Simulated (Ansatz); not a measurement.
Input:

Ca3BiN:
```xyz
5
Lattice="4.7795 0.0000 0.0000 0.0000 4.7795 0.0000 0.0000 0.0000 4.7795" Properties=species:S:1:pos:R:3 pbc="T T T"
Ca     2.3898     0.0000     2.3898
Ca     0.0000     2.3898     2.3898
Ca     2.3898     2.3898     0.0000
Bi     0.0000     0.0000     0.0000
N      2.3898     2.3898     2.3898
```

This is the LDA-relaxed structure.

Problem. All from LDA in the plane-wave PAW code Ansatz, unless another level is named. Give the highest zone-centre frequency (without LO–TO term).

Solution. 314 cm^-1.

Problem. Give the Young's modulus.

Solution. 129 GPa.

Space group Pm-3m (anti-perovskite). The workflow started from a Materials Project entry (that database holds measured and hypothetical structures alike); the Crystallography Open Database files this formula in space group No. 221, but the cells were not matched. Whether it is the stable phase at ambient conditions was not checked. The cell was relaxed with LDA under the symmetry of its start; of distortions, only those at the zone centre were tested. Scalar-relativistic: spin–orbit coupling is off unless named, which matters more the heavier the elements.

Potentials: the later of the program's two PAW sets.
